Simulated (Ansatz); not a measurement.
Data:

AlSiCN:
```xyz
4
Lattice="3.0718 0.0000 0.0000 -1.5359 2.6602 0.0000 0.0000 0.0000 4.9910" Properties=species:S:1:pos:R:3 pbc="T T T"
Al     0.0000     1.7735     2.5310
Si     1.5359     0.8867     4.9783
C      0.0000     1.7735     0.5418
N      1.5359     0.8867     3.1788
```

This is the LDA-relaxed structure. x, y and z are the axes in which the lattice vectors are written.

**Question.** All from plane-wave PAW LDA (Ansatz code), unless another level is named. Estimate the formation energy from the elements (no fitted shifts).

**Answer.** -91 kJ/mol of atoms.

**Question.** And the hole effective mass, band 1 of 2 at the edge?

**Answer.** 1.4 along x, 4.4 along z (mₑ).

**Question.** And the band gap?

**Answer.** 3.27 eV (indirect).

**Question.** And the electron effective mass?

**Answer.** 0.32, 0.49, 0.49 mₑ (principal values).

Space group P3m1. The first step of the workflow began from a Materials Project structure, measured or hypothetical; the Crystallography Open Database copy checked does not list it. Its standing as an ambient phase is unchecked. The cell was relaxed with LDA under the symmetry of its start; whether a distortion lowers the energy is not shown. The references are the lowest solids computed at this level, not always the standard phases (solids in place of the gases).

Potentials: the later of the program's two PAW sets.
